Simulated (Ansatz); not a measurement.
Sr₂SnO₄:
```xyz
7
Lattice="-2.0064 2.0064 6.2026 2.0064 -2.0064 6.2026 2.0064 2.0064 -6.2026" Properties=species:S:1:pos:R:3 pbc="T T T"
Sr     0.0000     0.0000     8.0141
Sr     0.0000     0.0000     4.3911
Sn     0.0000     0.0000     0.0000
O      0.0000     0.0000    10.3602
O      0.0000     0.0000     2.0450
O      0.0000     2.0064     0.0000
O      2.0064     0.0000     0.0000
```

x, y and z are the axes in which the lattice vectors are written.

Give the high-frequency dielectric tensor and the Born effective charge tensors of the independent atoms from DFPT, plane-wave PAW LDA (Ansatz code).


ε∞:
```
3.92  0.00  0.00
0.00  3.92  0.00
0.00  0.00  4.03
```
Z* of atom 1 (Sr), rows: field, columns: displacement, in e:
```
2.34  0.00  0.00
0.00  2.34  0.00
0.00  0.00  2.73
```
Z* of atom 3 (Sn), rows: field, columns: displacement, in e:
```
4.24  0.00  0.00
0.00  4.24  0.00
0.00  0.00  3.69
```
Z* of atom 4 (O), rows: field, columns: displacement, in e:
```
-1.93   0.00   0.00
 0.00  -1.93   0.00
 0.00   0.00  -2.84
```
Z* of atom 6 (O), rows: field, columns: displacement, in e:
```
-1.87   0.00   0.00
 0.00  -3.20   0.00
 0.00   0.00  -1.73
```

Space group I4/mmm. The first step of the workflow began from a Materials Project structure, measured or hypothetical; the Crystallography Open Database files this formula in space group No. 139, but the cells were not matched. Its standing as an ambient phase is unchecked. The cell was relaxed with LDA under the symmetry of its start; its stability against distortions is not shown here. Scalar-relativistic: spin–orbit coupling is off unless named, which matters more the heavier the elements.

Potentials: the later of the program's two PAW sets.
